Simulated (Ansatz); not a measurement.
Mg$_{2}$TeS:
```
Mg2TeS
1.0
    2.13709     1.23385     7.04312
   -2.13709     1.23385     7.04312
    0.00000    -2.46770     7.04312
Mg Te S
2 1 1
Cartesian
  0.00000   0.00000  20.93622
  0.00000   0.00000  10.78111
  0.00000   0.00000   2.59468
  0.00000   0.00000  13.22846
```

Tensor components refer to the Cartesian frame of this cell.

Give the proper piezoelectric stress tensor with relaxed ions from r²SCAN in the plane-wave PAW code Ansatz.

In C/m², rows x, y, z, Voigt columns; mesh uncertainty up to 0.01.
```
 0.00   0.00   0.00   0.00  -0.10   0.12
 0.12  -0.12   0.00  -0.10   0.00   0.00
-0.06  -0.06   0.29   0.00   0.00   0.00
```

The elastic tensor of the same run (GPa):

```
      1     2     3     4     5     6
-  ----  ----  ----  ----  ----  ----
1  72.7  32.4  29.0  -6.8   0.0   0.0
2  32.4  72.7  29.0   6.8   0.0   0.0
3  29.0  29.0  82.0   0.0   0.0   0.0
4  -6.8   6.8   0.0  13.7   0.0   0.0
5   0.0   0.0   0.0   0.0  13.7  -6.8
6   0.0   0.0   0.0   0.0  -6.8  20.2
```

Convert to strain constants d = e·S.

In pC/N:
```
 0.0   0.0   0.0   0.0  -5.0   4.3
 2.2  -2.2   0.0  -5.0   0.0   0.0
-1.9  -1.9   4.8   0.0   0.0   0.0
```

Space group R3m. The first step of the workflow began from a Materials Project structure, measured or hypothetical; the Crystallography Open Database copy checked does not list it. Its standing as an ambient phase is unchecked. The cell was relaxed with r²SCAN under the symmetry of its start; whether a distortion lowers the energy is not shown. Signs of piezoelectric constants follow the polarity of the cell as given. Spin–orbit coupling is left out wherever it is not named.

Potentials: the later of the program's two PAW sets.
